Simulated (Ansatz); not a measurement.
Here is the system:

Starting cell, GaN (zinc blende):

```
CELL_PARAMETERS angstrom
      0.00000     4.49817     4.49817
      2.24908     2.24908     4.49817
      2.24908     2.24908     0.00000
ATOMIC_POSITIONS crystal
  N  0.00000 0.75000 0.75000
  N  0.50000 0.75000 0.75000
  Ga 0.00000 0.00000 0.00000
  Ga 0.50000 0.00000 0.00000
```

A phonon eigenvector at X = (0.5, 0.5, 0.0) is frozen into this cell: atom i moves by Q times the vector below, so Q is the largest atomic displacement, in Å. The cell is held. It is one choice among 2 degenerate patterns. (q is in reciprocal vectors of the primitive cell; the cell shown is doubled to hold the pattern.)

```
atom       x       y      z
----  ------  ------  -----
N1     0.579   0.000  0.000
N2    -0.579   0.000  0.000
Ga3    0.000   1.000  0.000
Ga4    0.000  -1.000  0.000
```

Computed with r2SCAN (plane waves to 500 eV, PAW, scalar-relativistic; Ansatz, a quantum-chemistry and plane-wave program). k mesh 13×13×13 (Γ-centred), Fermi-Dirac smearing 0.05 eV. The energy includes the smearing's −TS. GaN was relaxed with its symmetry unable to fall. The PAW data are Ansatz's earlier set. ΔE is measured from the undisplaced structure.

The scan covers Q from -0.100 to 0.100 Å in 13 points.

Question: Which space group does the distorted structure have?

Answer: C222_1 (No. 20), lowered from F-43m.

Question: What is the energy change at Q = 0.100 Å?

Answer: 103.2 meV/cell.

(A displaced cell: forces are minus the slopes of the energy, force constants its curvatures, and phonons follow from these.)
